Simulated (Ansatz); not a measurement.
La:
```yaml
crystal:
  lattice:
    - [0.00000, 3.32663, 3.32663]
    - [3.32663, 0.00000, 3.32663]
    - [3.32663, 3.32663, 0.00000]
  atoms:
    - { symbol: La, position: [0.00000, 0.00000, 0.00000] }
    - { symbol: La, position: [0.25000, 0.25000, 0.25000] }
```

Relaxed with r²SCAN. Special points in fractions of this cell's reciprocal vectors: Γ (0.000, 0.000, 0.000); X (0.500, 0.000, 0.500); U (0.625, 0.250, 0.625); K (0.375, 0.375, 0.750); L (0.500, 0.500, 0.500); W (0.500, 0.250, 0.750).

Problem. List the band energies nearest the Fermi level at these points for DFT-r²SCAN in the program Ansatz with PAW potentials.

Solution. In eV from the Fermi level; about four levels below and three above (degenerate sets whole), none deeper than 8.9 eV; points with the same levels are listed once.

```json
[
 {"k": "Γ", "below": "-2.53 -0.89 -0.89", "above": "0.96 0.96 0.96"},
 {"k": "X", "below": "-1.91 -1.91 -0.10 -0.10", "above": "0.80 0.80 1.96 1.96"},
 {"k": "U", "below": "-2.24 -1.53 -0.72", "above": "0.74 1.02 1.09"},
 {"k": "L", "below": "-1.29 -0.74 -0.74 -0.18", "above": "0.07 0.07 1.91"},
 {"k": "W", "below": "-2.07 -2.07", "above": "0.06 0.06 1.33 1.33"}
]
```

Space group Fd-3m (diamond). The start of the workflow was typed in or built on a structure type; neither database checked (COD, Materials Project) lists it. It is not the phase usual at ambient conditions (space group No. 194). The r²SCAN relaxation kept the symmetry of its start. At this level the phase is mechanically unstable. The volume moved by -38 % from the start of the relaxation. Spin–orbit coupling is left out wherever it is not named.

Potentials: the earlier of the program's two PAW sets.
